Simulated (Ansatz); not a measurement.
## Calculated with Ansatz: SrV2, settings compared

Run with:

```bash
ansatz run input.yaml --threads 1 --pin off --max-ram 2560MiB --backend cpu --events-out ev --progress --plain --runs-dir out
```

Input:

```yaml
crystal:
  lattice:
    - [-2.379054, 3.880461, 3.892907]
    - [4.758108, 0.0, 0.0]
    - [2.379054, 3.880461, -3.892907]
  atoms:
    - { symbol: Sr, position: [0.302, 0.052, 0.198] }
    - { symbol: Sr, position: [0.698, 0.948, 0.802] }
    - { symbol: V, position: [0.274, 0.335, 0.604] }
    - { symbol: V, position: [0.896, 0.335, 0.226] }
    - { symbol: V, position: [0.726, 0.665, 0.396] }
    - { symbol: V, position: [0.104, 0.665, 0.774] }
  symmetry: { tolerance: 0.0003 }
kpoints:
  mp_grid: { grid: [5, 5, 5], shift: [0, 0, 0] }
magnetization:
  spin_polarized: false
scf:
  occupations: { method: cold, width: 0.0132 }
hamiltonian:
  pseudopotentials: { kind: paw }
  xc: pbe
basis:
  ecutwfc: 420
output:
  forces: true
  stress: true
  eigenvalues: true
```

Origin of the cell: a known structure type with other elements, at an estimated volume, so it need not be a known compound.

Output of this run (shortened):

```
SCF iter   1: F=—  HF=-18731.266167 eV  Δρ=9.08e-3  dr2=6.30e-2
SCF iter   2: F=—  HF=-18731.263261 eV  S|Δr|=    0.00e0  Δρ=4.51e-3  dr2=1.44e-2  defer=67
SCF iter   3: F=—  HF=-18731.263668 eV  S|Δr|=    0.00e0  Δρ=1.12e-3  dr2=1.26e-3  defer=68
SCF iter   4: F=—  HF=-18731.263797 eV  S|Δr|=    0.00e0  Δρ=2.51e-4  dr2=1.00e-4  defer=41
SCF iter   5: F=—  HF=-18731.263800 eV  S|Δr|=    0.00e0  Δρ=7.99e-5  dr2=8.33e-6  defer=41
SCF iter   6: F=—  HF=-18731.263796 eV  S|Δr|=    0.00e0  Δρ=2.53e-5  dr2=1.19e-6  defer=41
SCF iter   7: F=—  HF=-18731.263796 eV  S|Δr|=    0.00e0  Δρ=7.09e-6  dr2=1.05e-7  defer=41
SCF iter   8: F=-18731.263796 eV  HF=-18731.263796 eV  S|Δr|=    0.00e0  Δρ=4.65e-6  dr2=4.36e-8
SCF 1 converged in 8 iterations: F = -18731.263796 eV  dr2 = 4.36e-8
SCF converged after 8 iterations
Stability not checked: this state was not tested for a lower state beside it, because cold or Methfessel-Paxton smearing, or corrected tetrahedra, fill the levels in a way that the test cannot read (fill_not_monotonic; […]
Free energy (F): -18731.263796 eV
Harris-Foulkes:  -18731.263796 eV  (|F-HF|=3.06e-8)
Internal energy: -18731.263905 eV  (E = F + TS)
E sigma→0 (E₀):  -18731.263832 eV
Entropy (-TS):   0.000110 eV (0.018 meV/atom)
Fermi energy:    9.694964 eV
--- Per-component energies (eV) ---
  E_band       = -1075.472570
  E_kinetic    = 1819.271391
  E_local      = -6679.706918  (includes V_loc(G=0)·N_el)
  E_nonlocal   = 235.045714
  E_hartree    = 2699.065778
  E_xc         = -857.750838
  E_vxc        = -971.119876  (∫ρ·V_xc dr)
  E_paw        = -9843.487935  (= ΣΔE_a)
  E_vpaw       = -877.077667  (= ΣTr[D̂ρ^β])
  E_aug_tail   = 0.001074  (compensation charges beyond the density's cutoff)
  E_ewald      = -6103.702171
  E_smearing   = 0.000110  (= −TS)
  Σ components = -18731.263796   (vs F -18731.263796, Δ=0.00e0)
--- Forces (eV/Å), atoms counted from 1 ---
  atom   1  Sr     0.000000     0.000000     0.073031
  atom   2  Sr    -0.000000    -0.000000    -0.073031
  atom   3  V      0.000000    -0.626894    -0.190261
  atom   4  V      0.000000     0.626894    -0.190261
  atom   5  V     -0.000000     0.626894     0.190261
  atom   6  V     -0.000000    -0.626894     0.190261
  max |Σ_I F_I| component: 0.00e0 eV/Å
--- Stress (GPa, compression-positive) ---
       -5.809484       0.000000       0.000000
        0.000000      -4.585476       0.000000
        0.000000       0.000000      -3.913633
  P = ⅓ Tr σ = -4.7695 GPa (-47.695 kbar)
```

The same input was run again with these changes:

1. `accuracy` default → medium; `scf.occupations.method` cold → gaussian; `scf.occupations.width` 0.0132 → 0.01; `hamiltonian.pseudopotentials` { kind: paw } → { kind: paw, source: jth }
2. `scf.mixing.algorithm` default → msr1; `scf.mixing.beta` default → 0.9
3. `basis.ecutwfc` 420 → "58.8 Ry"; `hamiltonian.xc` pbe → revpbe; `scf.eigensolver.kind` default → davidson
4. `scf.lower_state_search` default → light; `scf.occupations.width` 0.0132 → default; `scf.occupations.method` cold → tetrahedron_uncorrected

```json
{"run": "base", "end": "converged", "SCF iterations": "8", "P (GPa)": "-4.77", "max force component (eV/Å)": "0.627", "moment (μB)": "–", "ΔE(σ→0) (meV/atom)": "0"}
{"run": "1", "end": "converged", "SCF iterations": "9", "P (GPa)": "-4.70", "max force component (eV/Å)": "0.624", "moment (μB)": "–", "ΔE(σ→0) (meV/atom)": "–"}
{"run": "2", "end": "converged", "SCF iterations": "8", "P (GPa)": "-4.77", "max force component (eV/Å)": "0.627", "moment (μB)": "–", "ΔE(σ→0) (meV/atom)": "0.00"}
{"run": "3", "end": "converged", "SCF iterations": "8", "P (GPa)": "-3.23", "max force component (eV/Å)": "0.618", "moment (μB)": "–", "ΔE(σ→0) (meV/atom)": "–"}
{"run": "4", "end": "converged", "SCF iterations": "9", "P (GPa)": "-4.70", "max force component (eV/Å)": "0.617", "moment (μB)": "–", "ΔE(σ→0) (meV/atom)": "3.08"}
```

Energies are compared only where functional, datasets, charge and starting cell are the same.

Caveats of the base run: no spin polarisation, so a magnetic state may lie lower; the k mesh is coarse if the cell is a metal.

Run 1: the cutoff lies below the datasets' advice.
Run 3: forces of this functional can be a tenth off on datasets made under PBE.

The base run ran for 7.7 s on 1 thread of Intel(R) Xeon(R) Platinum 8488C (Sapphire Rapids), with other jobs on the host, peak memory 0.59 GiB, from the program's own first density.
